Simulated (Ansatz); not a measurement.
A short materials screen. Relaxing one composition in several structure types shows which are competitive, which pressure would favour, and how volume and gap change with structure.

The reference row is WSi, NbAs type, I4₁md. The reference is the lowest phase computed, which need not be the stable form in nature.

Methods, by column (Ansatz, a plane-wave PAW program): energy: PBE, total energy at 0 K with the change to a 700 eV cutoff added (comparable within one formula alone); volume per atom: PBE, relaxed cell; gap: PBE; bulk modulus: PBE, equation-of-state fit.

Model phases, started by placing the elements on a structure type or from a typed cell, with no claim that they are known: WSi, NiAs type; WSi, CoSn type, P6/mmm; WSi, CrB type, Cmcm; WSi, NbAs type, I4₁md; WSi, WC type, P-6m2; WSi, CsCl type. No gap (0.00) means none at this level, which can close a small real gap. Spin–orbit coupling is left out unless named.

Model: ΔE = E − E_ref; ΔV = V − V_ref; temperature scale ΔE/k_B = 11.605 K/meV × ΔE.

```tsv
crystal	E (eV/atom)	V (Å³/atom)	gap (eV)	B₀ (GPa)	ΔE (meV/atom)	ΔV (Å³/atom)	ΔE/k_B (K)
WSi, NiAs type	−5510.401	15.00	0.00	210	30.6	−0.19	360
WSi, CoSn type, P6/mmm	−5510.156	17.53	0.00	188	263.0	2.34	3100
WSi, CrB type, Cmcm	−5510.385	14.40	0.00	220	34.0	−0.79	390
WSi, NbAs type, I4₁md, reference	−5510.419	15.19	0.00	213	0.0	0.00	0
WSi, WC type, P-6m2	−5510.397	15.05	0.00	209	22.0	−0.14	260
WSi, CsCl type	−5510.186	14.28	0.00	233	233.0	−0.91	2700
```

Question: A slip was made in one value of «ΔE (meV/atom)» and carried on. Locate it and redo the row.

Answer: The row of WSi, NiAs type shows 30.6. From its own inputs, ΔE = 1000 × (−5510.401 − (−5510.419)) = 18.0 meV/atom. Carried on: ΔE/k_B: 11.605 × 18.0 = 210 K. The other rows agree with the rules.

With the correction: Ranking by ΔE, lowest first: WSi, NbAs type, I4₁md (0.0 ± 5.0), WSi, NiAs type (18.0 ± 5.0) ≈ WSi, WC type, P-6m2 (22.0 ± 5.0), WSi, CrB type, Cmcm (34.0 ± 5.0), WSi, CsCl type (233.0 ± 5.0), WSi, CoSn type, P6/mmm (263.0 ± 5.0). The ± follows from allowances picked for this note (energy 0.004 eV/atom, 3 meV/atom on the figure itself), carried to first order and added in quadrature, each row's own inputs moving alone; ≈ joins neighbours closer than their two ± added in quadrature.

Vibrational free energy is left out, and phases that were not computed could lie lower. Rows are a sample of the computed phases of this formula. Limits of the draw: a spread of over 30 meV/atom, none over 0.9 eV/atom above the reference, within 8 meV/atom of the lowest or within 3 meV/atom of a neighbour. As a rule kept out of such tables: 4f compounds, open-shell compounds run without a Hubbard term, cells found unstable in the tests at hand, cells close to a higher symmetry, and runs set to a pressure or over 12 % in volume from the crystal's fullest run.
